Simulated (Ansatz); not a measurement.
Relaxed candidate structures of InAs:

A. Fm-3m (No. 225), cF8, rock salt type; a = b = c = 5.6837 Å, α = β = γ = 90.00°; In 4a (0.000, 0.000, 0.000); As 4b (0.500, 0.500, 0.500)

B. F-43m (No. 216), cF8, zinc blende type; a = b = c = 6.1101 Å, α = β = γ = 90.00°; As 4c (0.250, 0.250, 0.250); In 4a (0.000, 0.000, 0.000)

C. Pm-3m (No. 221), cP2, CsCl type; a = b = c = 3.5438 Å, α = β = γ = 90.00°; In 1a (0.000, 0.000, 0.000); As 1b (0.500, 0.500, 0.500)

D. I-43m (No. 217), cI16; a = b = c = 7.1645 Å, α = β = γ = 90.00°; As 8c (0.212, 0.212, 0.212); In 6b (0.000, 0.000, 0.500); In 2a (0.000, 0.000, 0.000)

E. R3m, hexagonal axes (No. 160), hR6, AFLOW prototype AB_hR6_160_3a_3a (as in SiC); a = b = 4.314 Å, c = 31.834 Å, α = β = 90.00°, γ = 120.00°; In 3a (0.000, 0.000, 0.000); In 3a (0.000, 0.000, 0.778); In 3a (0.000, 0.000, 0.222); As 3a (0.000, 0.000, 0.917); As 3a (0.000, 0.000, 0.694); As 3a (0.000, 0.000, 0.139)

Problem. Put the candidates in order of energy per atom, lowest first, for r2SCAN (plane waves to 500 eV, PAW, scalar-relativistic; Ansatz, a program for electronic structure).

Solution. B (reference, the lowest of the structures calculated here), E (+4 meV/atom), A (+0.24 eV/atom), D (+0.49 eV/atom), C (+0.60 eV/atom)

Probably no minimum, since a slightly shaken restart fell lower: Pm-3m, cP2, CsCl type (by 0.60 eV/atom, to P6₃mc). Each run could gain symmetry but not lose that of its start, so entries can be saddle points. From databases, or of a type measured for this composition: Fm-3m, cF8, rock salt type; F-43m, cF8, zinc blende type; the others are generated cells (placed on structure types, drawn at random, substituted or restacked) that were not matched to a known phase here. Energies are at zero temperature and pressure, without zero-point motion. No spin polarisation in the result.
